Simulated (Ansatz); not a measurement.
Guessed and relaxed cells of Ti2BeAlB

The guess for Ti2BeAlB was made by a generator: close-packed layers stacked ABABC (P3m1, No. 156) (elements of the layers in order: Ti B Ti Be Al). The dimensions are guesses.

start:

Space group P3m1 (No. 156). a = 2.810 Å, b = 2.810 Å, c = 9.856 Å, α = 90.00°, β = 90.00°, γ = 120.00°
| atom | site | symmetry | x | y | z |
| --- | --- | --- | --- | --- | --- |
| Ti | 1a | 3m. | 0.0000 | 0.0000 | 0.0000 |
| Ti | 1a | 3m. | 0.0000 | 0.0000 | 0.3642 |
| Be | 1b | 3m. | 0.3333 | 0.6667 | 0.5742 |
| Al | 1c | 3m. | 0.6667 | 0.3333 | 0.7635 |
| B | 1b | 3m. | 0.3333 | 0.6667 | 0.1821 |

Theory: DFT PBE, scalar-relativistic, plane waves, PAW (Ansatz 0.2.0). Cutoff 420 eV, Gaussian smearing, Γ-centred meshes. Cell and atoms relax first on a coarse mesh and then on a finer one. In between, the cell is made exact in the group found at 0.06 Å. In metals the finer mesh still leaves noise of several meV/atom or more. The steps can't lower the symmetry of their start. No spin polarisation.

end:

Space group P3m1 (No. 156). a = 2.845 Å, b = 2.845 Å, c = 9.718 Å, α = 90.00°, β = 90.00°, γ = 120.00°
```csv
atom,site,symmetry,x,y,z
Ti,1a,3m.,0.0000,0.0000,0.0128
Ti,1a,3m.,0.0000,0.0000,0.3518
Be,1b,3m.,0.3333,0.6667,0.5668
Al,1c,3m.,0.6667,0.3333,0.7705
B,1b,3m.,0.3333,0.6667,0.1822
```

The symmetry stays P3m1 (No. 156). The volume per atom grows by 1.1 %, from 13.5 to 13.6 Å³. The shortest distance goes from 2.42 Å (Ti–B) to 2.33 Å (Ti–B).

* Volume per atom: 13.63 Å³
* Density: 3.47 g/cm³
* Formation energy: +0.17 eV/atom
* Gap on the 18×18×4 mesh of the 5-atom cell: 0 eV (a metal)

Formation energies are uncorrected and refer to the elements' standard structures at the same level. The separate elements lie lower, so it is unstable against them.

The last run used Gaussian smearing of 0.10 eV. The cell is a metal run without spin, though a test with spin on the coarse mesh kept 0.3 μB a cell, so a magnetic state probably lies lower. A structure relaxed within its symmetry needn't be a true minimum. In all, the 3 runs took 3.8 min on 1 thread of Arm Neoverse N1 (shared host).
